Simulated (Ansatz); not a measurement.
input.yaml

```yaml
crystal:
  lattice:
    - [6.5056759956, 0.0, 0.0]
    - [0.0, 6.5056759956, 0.0]
    - [0.0, 0.0, 6.5056759956]
  atoms:
    - { symbol: Si, position: [0.5, 0.5, 0.5] }
    - { symbol: Si, position: [0.0, 0.0, 0.0] }
    - { symbol: C, position: [0.75, 0.25, 0.25] }
    - { symbol: C, position: [0.25, 0.25, 0.75] }
    - { symbol: C, position: [0.75, 0.75, 0.75] }
    - { symbol: C, position: [0.25, 0.75, 0.25] }
    - { symbol: "N", position: [0.1452992191, 0.8547007809, 0.1452992191] }
    - { symbol: "N", position: [0.6452992191, 0.6452992191, 0.6452992191] }
    - { symbol: "N", position: [0.8547007809, 0.8547007809, 0.8547007809] }
    - { symbol: "N", position: [0.3547007809, 0.6452992191, 0.3547007809] }
    - { symbol: "N", position: [0.3547007809, 0.3547007809, 0.6452992191] }
    - { symbol: "N", position: [0.6452992191, 0.3547007809, 0.3547007809] }
    - { symbol: "N", position: [0.1452992191, 0.1452992191, 0.8547007809] }
    - { symbol: "N", position: [0.8547007809, 0.1452992191, 0.1452992191] }
basis:
  ecutwfc: 500
kpoints:
  mp_grid: { grid: [4, 4, 4] }
hamiltonian:
  xc: r2scan
scf:
  occupations: { method: gaussian, width: 0.02 }
output:
  forces: true
  stress: true
  eigenvalues: true
relax:
  adjacent_minimum: "off"
  f_tol: 0.01
  max_steps: 30
```

Launched with
```bash
ansatz run input.yaml --threads 4 --pin off --max-ram 10240MiB --backend cpu --events-out ev --progress --plain --runs-dir out
```

The calculation used DFT r2SCAN, scalar-relativistic, plane waves, PAW in Ansatz 0.2.0.

Part of what the program printed, abridged:

```
Warning: output.stress: scf.convergence.dr2_threshold = 1e-7 eV (the SCF's general default) is looser than the 1.4e-9 eV advised for a printed stress (1e-10 eV for each atom of the cell: 14). ...
Pseudopotentials: kind: paw
Pseudopotential: Si, paw, valence charge 4, recommended cutoff 500 eV (meta_gga)
Pseudopotential: C, paw, valence charge 4, recommended cutoff 500 eV (meta_gga)
Pseudopotential: N, paw, valence charge 5, recommended cutoff 500 eV (meta_gga)
Functional definition: r2SCAN
Crystal: 14 atoms, lattice volume = 275.345 Å³
Basis set: ecut = 500 eV, 6979 PW (Γ), exchange–correlation on 192×192×192 points (64 copies of the dense FFT grid, shifted against one another)
Bands: 46, of which v1, the nominal top of the filled ones, is band 32 counted from 1 (31 counted from 0)
Symmetry: 48 space group operations
Space group: Pn-3m (ITA 224), of the structure as read, at distance tolerance 6.5e-5 Å
k-points: 10 of 64
Initial density: superposition of atomic densities (neutral atoms: chi_scale 0, normalization atom), corrected by the library's trained network
Initial wavefunctions: pseudopotential atomic-orbital guess
Functional: x = r2scan, c = r2scan; τ floored in thin density (d = 2e-4 eV/Å³)
SCF iter   1: F=—  HF=-5365.604904 eV  |F-HF|=—  |Δ(HF+E_count)|=         —  Δρ=6.76e-3  dr2=1.14e-1  dr2_τ=2.93e0  ethr=1.77e-3  ⟨swp⟩=8.4  Hψ=2536  notcnv=0  defer=12
SCF iter   2: F=—  HF=-5365.842499 eV  |F-HF|=—  |Δ(HF+E_count)|=   2.38e-1  Δρ=3.38e-3  dr2=1.57e-2  dr2_τ=3.76e-3  ethr=1.78e-4  ⟨swp⟩=3.0  Hψ=967  notcnv=0  defer=82
SCF iter   3: F=—  HF=-5365.846404 eV  |F-HF|=—  |Δ(HF+E_count)|=   3.90e-3  Δρ=1.35e-3  dr2=2.88e-3  dr2_τ=3.39e-4  ethr=2.45e-5  ⟨swp⟩=2.5  Hψ=704  notcnv=0  defer=82
SCF iter   4: F=—  HF=-5365.848448 eV  |F-HF|=—  |Δ(HF+E_count)|=   2.04e-3  Δρ=1.64e-4  dr2=6.25e-5  dr2_τ=1.02e-5  ethr=4.50e-6  ⟨swp⟩=2.0  Hψ=696  notcnv=0  defer=82
SCF iter   5: F=—  HF=-5365.848779 eV  |F-HF|=—  |Δ(HF+E_count)|=   3.31e-4  Δρ=5.53e-5  dr2=9.05e-6  dr2_τ=4.96e-7  ethr=9.77e-8  ⟨swp⟩=2.0  Hψ=679  notcnv=0  defer=82
SCF iter   6: F=-5365.848810 eV  HF=-5365.848809 eV  |F-HF|=1.08e-6  |Δ(HF+E_count)|=   2.98e-5  Δρ=9.62e-6  dr2=3.61e-7  dr2_τ=1.58e-8  ethr=3.91e-9  ⟨swp⟩=13.6  Hψ=2901  notcnv=0
SCF 1 converged in 6 iterations: F = -5365.848810 eV  dr2 = 3.61e-7
relax step   1: F+E_penalty+E_count = -5365.84880972 eV  Δ(F+E_penalty+E_count) = +0.000e0 eV  max|allowed force component| = 3.746e-1 eV/Å  Δτ_max = 0.0000 Å  (6 SCF iters, dr2 threshold 2.50e-6 eV, accepted)
Initial density: handed on by an earlier stage of this run
Initial wavefunctions: those handed on with the density
SCF iter   1: F=—  HF=-5365.860680 eV  |F-HF|=—  |Δ(HF+E_count)|=         —  Δρ=1.19e-3  dr2=5.79e-3  dr2_τ=4.25e-3  ethr=9.07e-6  ⟨swp⟩=2.0  Hψ=1259  notcnv=0  defer=82
SCF iter   2: F=—  HF=-5365.859104 eV  |F-HF|=—  |Δ(HF+E_count)|=   1.58e-3  Δρ=3.78e-4  dr2=2.31e-4  dr2_τ=8.27e-5  ethr=9.04e-6  ⟨swp⟩=2.1  Hψ=678  notcnv=0  defer=82
SCF iter   3: F=—  HF=-5365.859074 eV  |F-HF|=—  |Δ(HF+E_count)|=   3.00e-5  Δρ=1.19e-4  dr2=1.67e-5  dr2_τ=7.85e-6  ethr=3.60e-7  ⟨swp⟩=2.0  Hψ=698  notcnv=0  defer=82
SCF iter   4: F=-5365.859076 eV  HF=-5365.859076 eV  |F-HF|=5.16e-7  |Δ(HF+E_count)|=   2.22e-6  Δρ=4.14e-5  dr2=3.02e-6  dr2_τ=3.28e-7  ethr=1.37e-8  ⟨swp⟩=11.4  Hψ=2304  notcnv=0
SCF 2 converged in 4 iterations: F = -5365.859076 eV  dr2 = 3.02e-6
relax step   2: F+E_penalty+E_count = -5365.85907636 eV  Δ(F+E_penalty+E_count) = -1.027e-2 eV  max|allowed force component| = 6.004e-2 eV/Å  Δτ_max = 0.0034 Å  (4 SCF iters, dr2 threshold 8.77e-6 eV, accepted)
SCF iter   1: F=—  HF=-5365.859174 eV  |F-HF|=—  |Δ(HF+E_count)|=         —  Δρ=2.49e-4  dr2=2.09e-4  dr2_τ=1.58e-4  ethr=3.29e-6  ⟨swp⟩=2.8  Hψ=932  notcnv=0  defer=19
SCF iter   2: F=—  HF=-5365.859355 eV  |F-HF|=—  |Δ(HF+E_count)|=   1.82e-4  Δρ=8.68e-5  dr2=1.14e-5  dr2_τ=2.66e-6  ethr=3.27e-7  ⟨swp⟩=2.3  Hψ=780  notcnv=0  defer=19
SCF iter   3: F=—  HF=-5365.859354 eV  |F-HF|=—  |Δ(HF+E_count)|=   1.08e-6  Δρ=3.10e-5  dr2=1.35e-6  dr2_τ=3.82e-7  ethr=1.78e-8  ⟨swp⟩=2.0  Hψ=691  notcnv=0  defer=19
SCF iter   4: F=—  HF=-5365.859355 eV  |F-HF|=—  |Δ(HF+E_count)|=   3.67e-7  Δρ=8.75e-6  dr2=2.27e-7  dr2_τ=2.67e-8  ethr=3.52e-10  ⟨swp⟩=10.0  Hψ=2349  notcnv=0
SCF iter   5: F=-5365.859355 eV  HF=-5365.859355 eV  |F-HF|=2.23e-8  |Δ(HF+E_count)|=   9.48e-8  Δρ=1.79e-6  dr2=1.15e-8  dr2_τ=4.32e-10  ethr=3.52e-10  ⟨swp⟩=4.0  Hψ=1443  notcnv=0
SCF 3 converged in 5 iterations: F = -5365.859355 eV  dr2 = 1.15e-8
relax step   3: F+E_penalty+E_count = -5365.85935488 eV  Δ(F+E_penalty+E_count) = -2.785e-4 eV  max|allowed force component| = 1.061e-3 eV/Å  Δτ_max = 0.0007 Å  (5 SCF iters, dr2 threshold 2.25e-7 eV, accepted)
SCF iter   1: F=—  HF=-5365.859355 eV  |F-HF|=—  |Δ(HF+E_count)|=         —  Δρ=1.79e-6  dr2=1.15e-8  dr2_τ=4.28e-10  ethr=1.80e-11  ⟨swp⟩=1.0  Hψ=1160  notcnv=0
SCF iter   2: F=-5365.859355 eV  HF=-5365.859355 eV  |F-HF|=1.03e-8  |Δ(HF+E_count)|=   1.30e-8  Δρ=1.03e-6  dr2=5.01e-9  dr2_τ=1.38e-10  ethr=1.79e-11  ⟨swp⟩=3.0  Hψ=1057  notcnv=0
SCF 4 converged in 2 iterations: F = -5365.859355 eV  dr2 = 5.01e-9
relax step   4: F+E_penalty+E_count = -5365.85935489 eV  Δ(F+E_penalty+E_count) = -8.931e-10 eV  max|allowed force component| = 1.059e-3 eV/Å  Δτ_max = 0.0000 Å  (2 SCF iters, accepted)
SCF iter   1: F=—  HF=-5365.859355 eV  |F-HF|=—  |Δ(HF+E_count)|=         —  Δρ=1.03e-6  dr2=5.00e-9  dr2_τ=1.39e-10  ethr=7.85e-12  ⟨swp⟩=1.0  Hψ=1321  notcnv=0
SCF iter   2: F=-5365.859355 eV  HF=-5365.859355 eV  |F-HF|=4.93e-9  |Δ(HF+E_count)|=   5.94e-9  Δρ=6.76e-7  dr2=2.25e-9  dr2_τ=4.14e-11  ethr=7.81e-12  ⟨swp⟩=3.3  Hψ=1079  notcnv=0
SCF 5 converged in 2 iterations: F = -5365.859355 eV  dr2 = 2.25e-9
SCF converged after 2 iterations
Free energy (F): -5365.859355 eV
Harris-Foulkes:  -5365.859355 eV  (|F-HF|=4.93e-9)
Internal energy: -5365.859355 eV  (E = F + TS)
E sigma→0 (E₀):  -5365.859355 eV
Fermi energy:    1.814313 eV
--- Per-component energies (eV) ---
  E_band       = -580.330439
  E_kinetic    = 1528.223602
  E_local      = -4982.741369  (includes V_loc(G=0)·N_el)
  E_nonlocal   = 529.967227
  E_hartree    = 1759.897976
  E_xc         = -763.219577
  E_vxc        = -1037.377761  (∫ρ·V_xc dr)
  E_paw        = -2484.548230  (= ΣΔE_a)
  E_vpaw       = -202.752071  (= ΣTr[D̂ρ^β])
  E_aug_tail   = 0.000188  (compensation charges beyond the density's cutoff)
  E_vtau       = 64.552587  (kinetic-family band-sum trace: ∫τ·v_τ [+ j·A + Jᵃ·Aᵃ] dr)
  E_ewald      = -952.950695
  E_core_change = -0.488478  (= ΣΔE_core)
  E_smearing   =  0.000000  (= −TS)
--- Forces (eV/Å), atoms counted from 1 ---
  atom   1  Si     0.00000000     0.00000000     0.00000000
  atom   2  Si     0.00000000     0.00000000     0.00000000
  atom   3  C      0.00000000     0.00000000     0.00000000
  atom   4  C      0.00000000     0.00000000     0.00000000
  atom   5  C      0.00000000     0.00000000     0.00000000
  atom   6  C      0.00000000     0.00000000     0.00000000
  atom   7  N     -0.00106437     0.00106437    -0.00106437
  atom   8  N     -0.00106437    -0.00106437    -0.00106437
  atom   9  N      0.00106437     0.00106437     0.00106437
  atom  10  N      0.00106437    -0.00106437     0.00106437
  atom  11  N      0.00106437     0.00106437    -0.00106437
  atom  12  N     -0.00106437     0.00106437     0.00106437
  atom  13  N     -0.00106437    -0.00106437     0.00106437
  atom  14  N      0.00106437    -0.00106437    -0.00106437
--- Stress (GPa, compression-positive) ---
        7.783034       0.000000       0.000000
        0.000000       7.783034       0.000000
        0.000000       0.000000       7.783034
  P = ⅓ Tr σ = 7.7830 GPa (77.830 kbar)
--- Band table (eV; the first three rows and the last of 10) ---
  k-point 0: bands = ["-20.3587", "-19.8953", "-19.8953", "-19.8953", "-18.8128", "-17.9591", "-17.9591", "-17.9591", "-12.9827", "-11.6839", "-9.4589", "-9.4589", "-9.4589", "-8.4808", "-8.4808", "-8.4808", "-5.9669", "-5.9669", "-5.6054", "-5.6054", "-5.6054", "-5.2369", "-5.2369", "-5.2369", "-2.5426", "-2.5426", "-2.5426", "-2.3691", "-2.3691", "-0.6259", "-0.6259", "-0.6259", "4.2544", "4.5039", "4.5039", "4.5039", "5.4916", "5.4916", "7.6381", "7.6381", "7.6381", "7.8661", "7.8661", "7.8661", "8.1644", "8.1644"]
  k-point 1: bands = ["-20.3094", "-19.9939", "-19.8952", "-19.8952", "-18.6640", "-18.0738", "-17.9592", "-17.9592", "-12.8185", "-11.9219", "-9.4720", "-9.4720", "-9.2576", "-8.5864", "-8.4564", "-8.4564", "-5.9259", "-5.8833", "-5.6714", "-5.6003", "-5.6003", "-5.3776", "-5.3021", "-5.3021", "-2.5024", "-2.3780", "-2.3316", "-2.3316", "-2.1094", "-0.8974", "-0.8541", "-0.8541", "4.4355", "4.7215", "4.7916", "4.7916", "5.2642", "5.8476", "6.6266", "7.2542", "7.2542", "7.5056", "8.0045", "8.0045", "8.2885", "8.7215"]
  k-point 2: bands = ["-20.1728", "-20.1728", "-19.8951", "-19.8951", "-18.3552", "-18.3552", "-17.9593", "-17.9593", "-12.4015", "-12.4015", "-9.4845", "-9.4845", "-8.8797", "-8.8797", "-8.4323", "-8.4323", "-5.8111", "-5.8111", "-5.6566", "-5.6566", "-5.5921", "-5.5921", "-5.3673", "-5.3673", "-2.4246", "-2.4246", "-2.0433", "-2.0433", "-1.5098", "-1.5098", "-1.1590", "-1.1590", "4.8149", "4.8149", "5.1707", "5.1707", "5.4770", "5.4770", "6.6747", "6.6747", "6.7809", "6.7809", "8.2409", "8.2409", "8.6609", "8.6609"]
  k-point 9: bands = ["-20.3427", "-19.9004", "-19.9004", "-19.9004", "-18.8170", "-17.9587", "-17.9587", "-17.9587", "-12.9800", "-11.6861", "-9.4558", "-9.4558", "-9.4558", "-8.4983", "-8.4983", "-8.4983", "-5.7906", "-5.7906", "-5.7725", "-5.7725", "-5.7725", "-5.1834", "-5.1834", "-5.1834", "-2.4508", "-2.4508", "-2.4508", "-2.3867", "-2.3867", "-0.6511", "-0.6511", "-0.6511", "4.3710", "4.3710", "4.3710", "5.5222", "5.5222", "6.6349", "6.6349", "6.6349", "7.3211", "7.3211", "7.3211", "7.8737", "7.8940", "7.8940"]
--- Relaxed structure (4 steps of the walk, 4 accepted, 0 SCFs on fresh bases) ---
  F+E_penalty+E_count = -5365.85935489 eV   max|allowed force component| = 1.059e-3 eV/Å
  atoms:
    - { symbol: Si, position: [0.49999999, 0.49999999, 0.49999999] }
    - { symbol: Si, position: [0.0, 0.0, 0.0] }
    - { symbol: C, position: [0.74999999, 0.24999999, 0.24999999] }
    - { symbol: C, position: [0.24999999, 0.24999999, 0.74999999] }
    - { symbol: C, position: [0.74999999, 0.74999999, 0.74999999] }
    - { symbol: C, position: [0.24999999, 0.74999999, 0.24999999] }
    - { symbol: N, position: [0.14493868, 0.85506131, 0.14493868] }
    - { symbol: N, position: [0.64493868, 0.64493868, 0.64493868] }
    - { symbol: N, position: [0.85506131, 0.85506131, 0.85506131] }
    - { symbol: N, position: [0.35506131, 0.64493868, 0.35506131] }
    - { symbol: N, position: [0.35506131, 0.35506131, 0.64493868] }
    - { symbol: N, position: [0.64493868, 0.35506131, 0.35506131] }
    - { symbol: N, position: [0.14493868, 0.14493868, 0.85506131] }
    - { symbol: N, position: [0.85506131, 0.14493868, 0.14493868] }
```

The relaxation met its thresholds.

The run took 37 s on 4 threads of Intel(R) Xeon(R) Processor @ 2.50GHz (Skylake/Cascade Lake) (shared host), peak memory 1.2 GiB.